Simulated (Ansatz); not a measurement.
SrCu$_{2}$Si$_{2}$ in space group I4/mmm (No. 139; Cu on 4d, Si on 4e, Sr on 2a), plane-wave PAW PBEsol (Ansatz code), all energies at zero smearing, with the estimated change up to a 700 eV cutoff added, with one set of potentials and settings (totals compare only within such a set). Cell of 5 atoms (2 Cu, 2 Si, 1 Sr): -17914.771 eV.

```tsv
element	reference phase	E (eV/atom)
Cu	Fm-3m, 1 atoms in the cell	-6588.7768
Si	Fd-3m, 2 atoms in the cell	-621.4920
Sr	Fm-3m, 1 atoms in the cell	-3492.2134
```

Formation energy per atom, worked out: (-17914.771 − 2×(-6588.7768) − 2×(-621.4920) − 1×(-3492.2134))/5 = -0.404 eV/atom (-39 kJ per mol of atoms), at 0 K, without zero-point energy or fitted corrections.

The workflow started from an entry of the Crystallography Open Database (COD). Its standing as an ambient phase is unchecked. The cell was relaxed with PBEsol under the symmetry of its start; its stability against distortions is not shown here. No spin polarisation was allowed. The references are the lowest solids computed at this level, not always the standard phases.

Potentials: the later of the program's two PAW sets.
